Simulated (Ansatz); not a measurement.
TaCN in Ansatz, relaxation

The input file (Ansatz 0.2.0, plane waves):

```yaml
crystal:
  lattice:
    - [2.87097, 0.0, 0.0]
    - [0.0, 2.87097, 0.0]
    - [0.0, 0.0, 7.26828]
  atoms:
    - { symbol: C, position: [0.0, 0.5, 0.9] }
    - { symbol: C, position: [0.5, 0.0, 0.1] }
    - { symbol: Ta, position: [0.0, 0.5, 0.335] }
    - { symbol: Ta, position: [0.5, 0.0, 0.665] }
    - { symbol: "N", position: [0.0, 0.5, 0.617] }
    - { symbol: "N", position: [0.5, 0.0, 0.383] }
  symmetry: { tolerance: 0.0003 }
kpoints:
  mp_grid: { grid: [9, 9, 4], shift: [0, 0, 0] }
magnetization:
  spin_polarized: false
scf:
  occupations: { method: fermi_dirac }
  lower_state_search: "off"
hamiltonian:
  pseudopotentials: { kind: paw }
  xc: r2scan
basis:
  ecutwfc: 500
  fft_grid_basis: typed
relax:
  max_steps: 40
  cell: { p_target: 0.0 }
  f_tol: 0.03
output:
  forces: true
  stress: true
  eigenvalues: true
  bader: true
  populations: true
  elf: true
  write_potential: true
  volumetric_format: npy
  dos:
    e_range: [-12, 8]
    de: 0.05
    projected: { site_lists: { C: [C], "N": ["N"], Ta: [Ta] } }
checkpoint:
  read: saved_state
```

Run with:

```bash
ansatz run input.yaml --threads 2 --pin off --max-ram 2560MiB --backend cpu --events-out ev --progress --plain --runs-dir out
```

Origin of the cell: a known structure type with other elements, at an estimated volume, so it need not be a known compound.

The smearing width isn't typed, so it takes its default of 0.1 eV.

The saved state is a converged single point of the same cell.

Output (shortened):

```
SCF iter   1: F=-21155.028306 eV  HF=-21155.020013 eV  Δρ=2.95e-3  dr2=4.53e-3  dr2_τ=1.18e-2
SCF iter   2: F=-21155.031212 eV  HF=-21155.030665 eV  Δρ=1.62e-3  dr2=8.47e-4  dr2_τ=1.54e-4
SCF iter   3: F=-21155.031370 eV  HF=-21155.031400 eV  Δρ=4.20e-4  dr2=1.34e-4  dr2_τ=1.50e-5
SCF iter   4: F=-21155.031429 eV  HF=-21155.031426 eV  Δρ=1.09e-4  dr2=6.16e-6  dr2_τ=6.13e-7
SCF iter   5: F=-21155.031434 eV  HF=-21155.031434 eV  Δρ=1.85e-5  dr2=3.77e-7  dr2_τ=2.81e-8
SCF iter   6: F=-21155.031434 eV  HF=-21155.031434 eV  Δρ=9.64e-6  dr2=9.73e-8  dr2_τ=1.23e-8
relax step   1: F+E_penalty+E_count = -21155.031434 eV  Δ(F+E_penalty+E_count) = +0.000e0 eV  max|allowed force component| = 7.232e0 eV/Å  Δτ_max = 0.0000 Å  P = +27.367 GPa  Ω = 59.909 Å³  ( […]
relax step   2: F+E_penalty+E_count = -21157.468972 eV  Δ(F+E_penalty+E_count) = -2.438e0 eV  max|allowed force component| = 3.665e0 eV/Å  Δτ_max = 0.1932 Å  P = -2.598 GPa  Ω = 61.075 Å³  en […]
relax step   3: F+E_penalty+E_count = -21158.412710 eV  Δ(F+E_penalty+E_count) = -9.437e-1 eV  max|allowed force component| = 1.023e0 eV/Å  Δτ_max = 0.1949 Å  P = +3.147 GPa  Ω = 57.124 Å³  e […]
relax step   4: F+E_penalty+E_count = -21158.556806 eV  Δ(F+E_penalty+E_count) = -1.441e-1 eV  max|allowed force component| = 4.762e-1 eV/Å  Δτ_max = 0.0997 Å  P = +7.153 GPa  Ω = 55.277 Å³ […]
relax step   5: F+E_penalty+E_count = -21158.636394 eV  Δ(F+E_penalty+E_count) = -7.959e-2 eV  max|allowed force component| = 4.003e-1 eV/Å  Δτ_max = 0.0397 Å  P = +0.728 GPa  Ω = 56.593 Å³ […]
relax step   6: F+E_penalty+E_count = -21158.663080 eV  Δ(F+E_penalty+E_count) = -2.669e-2 eV  max|allowed force component| = 6.236e-1 eV/Å  Δτ_max = 0.0281 Å  P = -0.378 GPa  Ω = 56.893 Å³ […]
relax step   7: F+E_penalty+E_count = -21158.889943 eV  Δ(F+E_penalty+E_count) = -2.269e-1 eV  max|allowed force component| = 1.636e0 eV/Å  Δτ_max = 0.0916 Å  P = -2.889 GPa  Ω = 57.672 Å³  e […]
relax step   8: F+E_penalty+E_count = -21159.573239 eV  Δ(F+E_penalty+E_count) = -6.833e-1 eV  max|allowed force component| = 1.730e0 eV/Å  Δτ_max = 0.1356 Å  P = -2.566 GPa  Ω = 58.143 Å³  e […]
relax step   9: F+E_penalty+E_count = -21159.819487 eV  Δ(F+E_penalty+E_count) = -2.462e-1 eV  max|allowed force component| = 1.849e0 eV/Å  Δτ_max = 0.1484 Å  P = +2.514 GPa  Ω = 58.920 Å³  e […]
relax step  10: F+E_penalty+E_count = -21159.933732 eV  Δ(F+E_penalty+E_count) = -1.142e-1 eV  max|allowed force component| = 4.445e-1 eV/Å  Δτ_max = 0.0551 Å  P = -0.926 GPa  Ω = 58.203 Å³ […]
relax step  11: F+E_penalty+E_count = -21160.001518 eV  Δ(F+E_penalty+E_count) = -6.779e-2 eV  max|allowed force component| = 5.568e-1 eV/Å  Δτ_max = 0.0577 Å  P = -5.383 GPa  Ω = 58.788 Å³ […]
relax step  12: F+E_penalty+E_count = -21160.101385 eV  Δ(F+E_penalty+E_count) = -9.987e-2 eV  max|allowed force component| = 4.191e-1 eV/Å  Δτ_max = 0.0735 Å  P = -3.112 GPa  Ω = 57.943 Å³ […]
relax step  13: F+E_penalty+E_count = -21160.151348 eV  Δ(F+E_penalty+E_count) = -4.996e-2 eV  max|allowed force component| = 3.139e-1 eV/Å  Δτ_max = 0.0634 Å  P = -2.794 GPa  Ω = 58.448 Å³ […]
relax step  14: F+E_penalty+E_count = -21160.155052 eV  Δ(F+E_penalty+E_count) = -3.704e-3 eV  max|allowed force component| = 1.211e0 eV/Å  Δτ_max = 0.1950 Å  P = +8.259 GPa  Ω = 59.222 Å³  e […]
relax step  15: F+E_penalty+E_count = -21160.209394 eV  Δ(F+E_penalty+E_count) = -5.434e-2 eV  max|allowed force component| = 4.973e-1 eV/Å  Δτ_max = 0.0549 Å  P = +5.947 GPa  Ω = 60.702 Å³ […]
relax step  16: F+E_penalty+E_count = -21160.278248 eV  Δ(F+E_penalty+E_count) = -6.885e-2 eV  max|allowed force component| = 2.619e-1 eV/Å  Δτ_max = 0.0530 Å  P = -2.255 GPa  Ω = 62.881 Å³ […]
relax step  17: F+E_penalty+E_count = -21160.289773 eV  Δ(F+E_penalty+E_count) = -1.152e-2 eV  max|allowed force component| = 8.498e-2 eV/Å  Δτ_max = 0.0408 Å  P = +0.188 GPa  Ω = 63.465 Å³ […]
relax step  18: F+E_penalty+E_count = -21160.290151 eV  Δ(F+E_penalty+E_count) = -3.784e-4 eV  max|allowed force component| = 7.191e-3 eV/Å  Δτ_max = 0.0068 Å  P = +0.065 GPa  Ω = 63.703 Å³ […]
relax step  19: F+E_penalty+E_count = -21160.290123 eV  Δ(F+E_penalty+E_count) = +2.799e-5 eV  max|allowed force component| = 5.423e-3 eV/Å  Δτ_max = 0.0039 Å  P = +0.016 GPa  Ω = 63.803 Å³ […]
relax step  20: F+E_penalty+E_count = -21160.290141 eV  Δ(F+E_penalty+E_count) = -1.834e-5 eV  max|allowed force component| = 5.824e-4 eV/Å  Δτ_max = 0.0014 Å  P = -0.002 GPa  Ω = 63.776 Å³ […]
relax step  21: F+E_penalty+E_count = -21160.292176 eV  Δ(F+E_penalty+E_count) = -2.035e-3 eV  max|allowed force component| = 7.683e-4 eV/Å  Δτ_max = 0.0000 Å  P = +0.035 GPa  Ω = 63.776 Å³  stress off target by 4.41e-2 GPa […]
SCF 21 converged in 6 iterations: F = -21160.292176 eV  dr2 = 5.25e-11
basis re-selected at this cell: Δ(F+E_penalty+E_count) = -2.035e-3 eV, ΔP = +0.036 GPa vs the last step (what re-selecting the basis moved, of the pressure what is left beyond the Pulay corre […]
SCF converged after 6 iterations
Free energy (F): -21160.292176 eV
Harris-Foulkes:  -21160.292176 eV  (|F-HF|=5.09e-11)
Internal energy: -21160.227125 eV  (E = F + TS)
E sigma→0 (E₀):  -21160.259651 eV
Entropy (-TS):   -0.065051 eV (-10.842 meV/atom)
Fermi energy:    15.151363 eV
--- Per-component energies (eV) ---
  E_band       = -267.982509
  E_kinetic    = 1178.387844
  E_local      = -2238.744248  (includes V_loc(G=0)·N_el)
  E_nonlocal   = 173.712046
  E_hartree    = 809.045989
  E_xc         = -624.651886
  E_vxc        = -746.321336  (∫ρ·V_xc dr)
  E_paw        = -17304.159853  (= ΣΔE_a)
  E_vpaw       = -292.234631  (= ΣTr[D̂ρ^β])
  E_aug_tail   = 0.000216  (compensation charges beyond the density's cutoff)
  E_vtau       = 39.125873  (kinetic-family band-sum trace: ∫τ·v_τ [+ j·A + Jᵃ·Aᵃ] dr)
  E_ewald      = -3152.195996
  E_core_change = -1.621237  (= ΣΔE_core)
  E_smearing   = -0.065051  (= −TS)
  Σ components = -21160.292176   (vs F -21160.292176, Δ=0.00e0)
--- Forces (eV/Å), atoms counted from 1 ---
  atom   1  C     -0.000000     0.000000     0.000722
  atom   2  C      0.000000     0.000000    -0.000722
  atom   3  Ta    -0.000000     0.000000    -0.000380
  atom   4  Ta     0.000000     0.000000     0.000380
  atom   5  N     -0.000000     0.000000    -0.000768
  atom   6  N      0.000000     0.000000     0.000768
  max |Σ_I F_I| component: 2.17e-19 eV/Å
--- Stress (GPa, compression-positive) ---
        0.044129      -0.000000      -0.000000
       -0.000000       0.044129       0.000000
       -0.000000       0.000000       0.015887
  P = ⅓ Tr σ = 0.0347 GPa (0.347 kbar)
--- Relaxed structure (20 steps of the walk, 20 accepted, 1 SCFs on fresh bases) ---
  F+E_penalty+E_count = -21160.292176 eV   max|allowed force component| = 7.683e-4 eV/Å   (the final SCF, on the basis selected at the relaxed cell)
  cell:  # Å, volume = 63.7757 Å³
    - [3.023263, 0.0, 0.0]
    - [0.0, 3.023263, 0.0]
    - [0.0, 0.0, 6.977562]
  atoms:
    - { symbol: C, position: [0.0, 0.500000, 0.877861] }
    - { symbol: C, position: [0.500000, 0.0, 0.122139] }
    - { symbol: Ta, position: [0.0, 0.500000, 0.192081] }
    - { symbol: Ta, position: [0.500000, 0.0, 0.807919] }
    - { symbol: N, position: [0.0, 0.500000, 0.670756] }
    - { symbol: N, position: [0.500000, 0.0, 0.329244] }
--- Löwdin populations: 6 sites ---
  site symbol       q [e]
     0      C      4.4897
     1      C      4.4897
     2     Ta     11.8699
     3     Ta     11.8699
     4      N      5.5353
     5      N      5.5353
  spilling = 0.004780 (of n_electrons = 44.000000)
--- Bader charges: 6 sites ---
  site symbol  charge [e]  shift [e]
     0      C     -0.9934     0.0147
     1      C     -0.9934     0.0147
     2     Ta      2.1830     0.0049
     3     Ta      2.1830     0.0049
     4      N     -1.1895     0.0098
     5      N     -1.1895     0.0098
  estimated error of the sums over rays = 6.7e-4 e
```

Before:

Space group P4/nmm (No. 129); the run's cell has a = 2.871 Å, b = 2.871 Å, c = 7.268 Å, α = 90.00°, β = 90.00°, γ = 90.00°. Shortest distances: N–Ta 2.05 Å, C–N 2.06 Å, C–C 2.50 Å, N–N 2.65 Å, C–Ta 2.65 Å, Ta–Ta 2.87 Å.

After:

Space group P4/nmm (No. 129); the run's cell has a = 3.023 Å, b = 3.023 Å, c = 6.978 Å, α = 90.00°, β = 90.00°, γ = 90.00°. Shortest distances: C–N 1.45 Å, C–Ta 2.19 Å, N–Ta 2.34 Å, C–C 2.73 Å, Ta–Ta 3.02 Å, N–N 3.02 Å.

```
Free energy lowered by                                                                 : 876.8 meV/atom
Volume change                                                                          : 6.46 %
Final pressure                                                                         : 0.03 GPa
Relaxation steps listed                                                                : 21
Formation energy (elements under the same functional, gases as molecules, uncorrected) : 0.223 eV/atom
```

Caveats: no moments, though an odd count or open d shells may carry them; no spin-orbit coupling, though heavy elements are present; the given cell is far from equilibrium, with atoms too close or a volume far off; the relaxation held the start's symmetry, so the end may be a saddle point.

It ran for 2.7 min on 2 threads of Arm Neoverse V2, on a shared host, peak memory 0.54 GiB, from a saved density.
